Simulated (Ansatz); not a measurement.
The relaxed structure here is a generated cell of CsSnI3: the first start was made by a random draw of sites in a space group, and the end was not matched to a known phase here, so it may be hypothetical. Known forms of CsSnI3 include space group No. 62, 221.

One stationary structure of CsSnI₃. Space group R-3m (No. 166). These are r2SCAN (plane waves to 500 eV, PAW, scalar-relativistic; Ansatz, a quantum-chemistry and plane-wave program) values and carry that method's errors.

```xyz
5
Lattice="3.6308 2.0962 6.4486 -3.6308 2.0962 6.4486 0.0000 -4.1925 6.4486" Properties=species:S:1:pos:R:3 pbc="T T T"
Cs     0.0000     0.0000     0.0000
I      0.0000    -2.0962     3.2243
I      1.8154     1.0481     3.2243
I     -1.8154     1.0481     3.2243
Sn     0.0000     0.0000     9.6728
```

Give the magnetic moment at the level r2SCAN.

Net 0.34 μB/atom, ferromagnetic.

Spin state reached: ferromagnetic (net 0.34 μB/atom); other spin orders were not run from this start.

The run could not lose the symmetry of its start: the end is stationary, and may be a saddle point rather than a minimum.

All atoms sit on sites fixed by symmetry, so only the cell could relax.
